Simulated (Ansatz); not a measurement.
YHg₂: computed DOS

```yaml
crystal:
  lattice:
    - [4.77100, 0.00000, 0.00000]
    - [-2.38550, 4.13181, 0.00000]
    - [0.00000, 0.00000, 3.53600]
  atoms:
    - { symbol: Y, position: [0.00000, 0.00000, 0.00000] }
    - { symbol: Hg, position: [0.33333, 0.66667, 0.50000] }
    - { symbol: Hg, position: [0.66667, 0.33333, 0.50000] }
```

The cell is COD entry 1522355, as deposited and not checked against the literature; nothing was relaxed.

Spin polarisation is left out, and whether a magnetic state lies lower isn't shown here.

Spin–orbit coupling is left out, though it moves levels of the heavy atoms by tenths of an eV or more.

Theory: DFT, PBEsol, all-electron LAPW, scalar-relativistic in Ansatz 0.2.0.

Numerical set-up: a Γ-centred 10×10×12 k mesh, Fermi–Dirac smearing of 0.03 eV, basis error target 1 meV/atom, no spin polarisation.

States per eV and cell, averaged over 0.6 eV, from -9.4 to 6.6 eV, with energies (bin centres) from the Fermi level; empty bins are left out. The partial columns, the largest 3 alone, are projections on Löwdin-orthogonalised atomic shells (those that the program's projection atoms carry: the occupied ones and, for some elements, an empty d or f shell; other empty shells have no column), summed over atoms of an element. Weights on diffuse s and p shells depend on that basis and aren't pure angular character.

```
E (eV)  total  Hg 5d  Y 4d  Hg 6s
  -9.2   0.21   0.07  0.00   0.09
  -8.6   5.42   4.67  0.12   0.52
  -8.0   9.92   9.23  0.18   0.37
  -7.4   6.69   6.05  0.13   0.38
  -6.8   9.79   9.39  0.12   0.17
  -6.2   2.87   2.38  0.05   0.30
  -5.6   1.00   0.35  0.09   0.46
  -5.0   1.16   0.31  0.20   0.58
  -4.4   0.65   0.10  0.16   0.33
  -3.8   0.64   0.07  0.18   0.33
  -3.2   0.60   0.05  0.18   0.27
  -2.6   0.70   0.04  0.22   0.19
  -2.0   0.66   0.03  0.21   0.13
  -1.4   1.62   0.05  0.70   0.14
  -0.8   1.74   0.04  0.87   0.10
  -0.2   1.63   0.05  1.05   0.06
   0.4   2.09   0.07  1.60   0.03
   1.0   1.09   0.04  0.82   0.03
   1.6   1.33   0.04  0.95   0.08
   2.2   3.40   0.08  2.66   0.16
   2.8   3.32   0.06  2.15   0.45
   3.4   2.51   0.04  1.33   0.40
   4.0   1.60   0.01  0.66   0.28
   4.6   2.32   0.02  0.67   0.33
   5.2   2.03   0.01  0.41   0.15
   5.8   1.11   0.00  0.18   0.06
   6.4   1.22   0.00  0.15   0.04
```

Q: Which of the resolved shells contributes most within 0.3 eV of the Fermi level?

A: Y 4d, with 71 % of all states there; Hg 5d follows with 4 %.

Q: Where is the centre of the filled Hg 5d states between -14 eV and the top of the filled states?

A: -7.39 eV from the Fermi level.
